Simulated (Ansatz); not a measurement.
## All-electron DFT: Be3As

System: Be3As placed on the sites of the Cu3Au structure (a generated, not necessarily known, phase), then sheared and rattled, one atom being moved towards a neighbour.

PBE, all-electron LAPW in Ansatz, scalar-relativistic, point nuclei. Sampling: 2×2×2 (half-step shift) mesh with 0.15 eV Fermi–Dirac smearing (a coarse mesh, not converged over the zone). For a metal, stress, forces and moments on so few k-points can be far from the converged ones. The run is spin-unpolarised. The cell's electron count is odd, so a run with spin could end lower. Atoms are numbered as listed.

```
As Be
1.0
     3.46415   -0.07694    0.04394
    -0.07694    3.67043    0.15129
     0.04394    0.15129    3.60708
As Be
1 3
Direct
  0.82683 0.19467 0.92679
  0.81033 0.62982 0.53261
  0.31241 0.18439 0.42033
  0.29461 0.72043 0.88532
```

Forces (eV/Å): As1 (-0.237, -1.845, 2.157); Be2 (-0.072, 1.660, -1.955); Be3 (0.148, -0.071, -0.634); Be4 (0.161, 0.257, 0.431).

Stress tensor (GPa, compression positive):
```
  3.50 -10.21  10.09
-10.21  -2.82  -0.10
 10.09  -0.10   0.13
```

```
All-electron free energy E − TS (its zero hangs on the relativistic scheme and nucleus) : -62728.112 eV
Pressure                                                                                : 0.27 GPa
Largest force                                                                           : 2.848 eV/Å
```

Task: Switch to r2SCAN by all-electron PAW datasets generated for the cell without frozen cores, scalar-relativistic, point nucleus, all else held.

Result: Beside PBE, the pressure goes down by 0.87 GPa to -0.60 GPa, and the forces move by 0.066 eV/Å (r.m.s. over the atoms).

```
atom  Fx (eV/Å)  Fy (eV/Å)  Fz (eV/Å)
 As1     -0.234     -1.886      2.158
 Be2     -0.072      1.652     -1.976
 Be3      0.142     -0.061     -0.706
 Be4      0.164      0.295      0.524
```

Task: What does LDA (PW92) by all-electron full-potential LAPW, scalar-relativistic, point nucleus give for this geometry?

Result: Beside PBE, the pressure falls by 4.81 GPa to -4.54 GPa, and the forces move by 0.153 eV/Å (r.m.s. over the atoms).

| atom | Fx (eV/Å) | Fy (eV/Å) | Fz (eV/Å) |
| --- | --- | --- | --- |
| As1 | -0.198 | -1.742 | 2.011 |
| Be2 | -0.058 | 1.519 | -1.769 |
| Be3 | 0.136 | -0.066 | -0.619 |
| Be4 | 0.120 | 0.289 | 0.378 |
